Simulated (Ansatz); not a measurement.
CsH (rock salt, Fm-3m), a = 6.3809 Å, b = 6.3809 Å, c = 6.3809 Å, α = 90.00°, β = 90.00°, γ = 90.00°; the cell used has 2 atoms.

Relaxed with r²SCAN. Independent-particle spectrum: no excitons, no local fields, no scissors shift; 0.1 eV broadening; ε₁ of the summed bands alone.

**Question.** Tabulate the dielectric function from r²SCAN in the plane-wave PAW code Ansatz.

**Answer.** 

```csv
E (eV),ε₁ xx,ε₂ xx
0.0,2.94,0.00
0.4,2.95,0.00
0.8,2.98,0.00
1.2,3.02,0.00
1.6,3.10,0.00
2.0,3.23,0.00
2.4,3.46,0.00
2.8,3.95,0.48
3.2,3.72,0.88
3.6,3.64,1.12
4.0,3.61,1.62
4.4,2.72,1.51
4.8,2.98,0.74
5.2,5.17,1.95
5.6,2.01,2.56
6.0,2.33,1.86
6.4,2.57,2.71
6.8,0.20,2.68
7.2,1.15,0.98
7.6,1.04,1.64
8.0,1.38,1.19
8.4,1.31,0.98
8.8,1.37,0.95
9.2,1.59,0.63
9.6,1.61,0.76
10.0,1.80,0.47
10.4,1.98,0.46
10.8,2.55,0.38
11.2,3.07,0.92
11.6,3.45,1.46
12.0,3.83,3.29
```

**Question.** From ε at 3.6 eV (xx: 3.64 + 1.12i), find n, k, the normal reflectivity and the absorption coefficient.

**Answer.** n = 1.93, k = 0.290, R = 11 %, α = 2kE/ħc = 110000 cm⁻¹.

With all bands, ε∞ without local fields is 2.97. DFPT, with local fields, gives 2.86.

The workflow started from a Materials Project entry (that database holds measured and hypothetical structures alike); the Crystallography Open Database files this formula in space group No. 225, but the cells were not matched. Its standing as an ambient phase is unchecked. The r²SCAN relaxation kept the symmetry of its start; phonons on a q-mesh show no instability. Scalar-relativistic: spin–orbit coupling is off unless named, which matters more the heavier the elements.

Potentials: the later of the program's two PAW sets.
